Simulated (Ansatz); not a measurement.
Ag (simple cubic, Pm-3m) at seven volumes, plane-wave PAW PBEsol (Ansatz code), scaled uniformly. One row is withheld.

| V (Å³/atom) | P (GPa) |
|---|---|
| 17.614 | 10.87 |
| 18.194 | ? |
| 18.775 | 2.94 |
| 19.356 | 0.00 |
| 19.936 | -2.41 |
| 20.517 | -4.37 |
| 21.098 | -5.96 |

### Question
Fit the shown pressures and predict the withheld one.

### Answer
Third-order Birch–Murnaghan: P = (3/2)B₀(x^(7/2) − x^(5/2))[1 + (3/4)(B′ − 4)(x − 1)] with x = (V₀/V)^(2/3). Least squares on the six rows gives V₀ = 19.356 Å³/atom, B₀ = 88.36 GPa, B′ = 5.66. At V = 18.194, x = 1.0421 and P = 6.52 GPa. The run itself gave 6.52 GPa.

A made-up cell: these elements were put on the sites of a structure type; neither database checked (COD, Materials Project) lists it. It is not the phase usual at ambient conditions (space group No. 225). Symmetry was held in the PBEsol relaxation. At this level the phase is mechanically unstable. No spin polarisation was allowed.

Potentials: the earlier of the program's two PAW sets. The files were generated under PBE; for other functionals the program regenerates the frozen cores, and for LDA and PBEsol the local potential too.
